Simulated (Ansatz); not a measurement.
Theory: DFT, LDA (PW92), plane waves (420 eV) with PAW, scalar-relativistic (Ansatz 0.2.0). (PAW data from PBE, frozen cores regenerated.)

An element in the dhcp structure gives this curve. The cell is scaled uniformly from the relaxed one, with fractional coordinates and shape fixed. Energies are extrapolated to zero smearing, pressures are those at the given smearing. Magnetic state: spin not included.

| V (Å³/atom) | E − E₀ (meV/atom) | P (GPa) |
| --- | --- | --- |
| 15.106 | 65.2 | 11.28 |
| 15.792 | 27.2 | 6.69 |
| 16.479 | 6.7 | 3.06 |
| 17.166 | 0.0 | 0.17 |
| 17.852 | 4.5 | -2.14 |
| 18.539 | 17.8 | -3.97 |
| 19.226 | 38.1 | -5.43 |

**Question.** Which element is it?
A. aluminium
B. titanium
C. cadmium
D. gallium

**Answer.** D. Its fit is V₀ = 17.21 Å³/atom, B₀ = 64 GPa, B₀′ = 4.6.
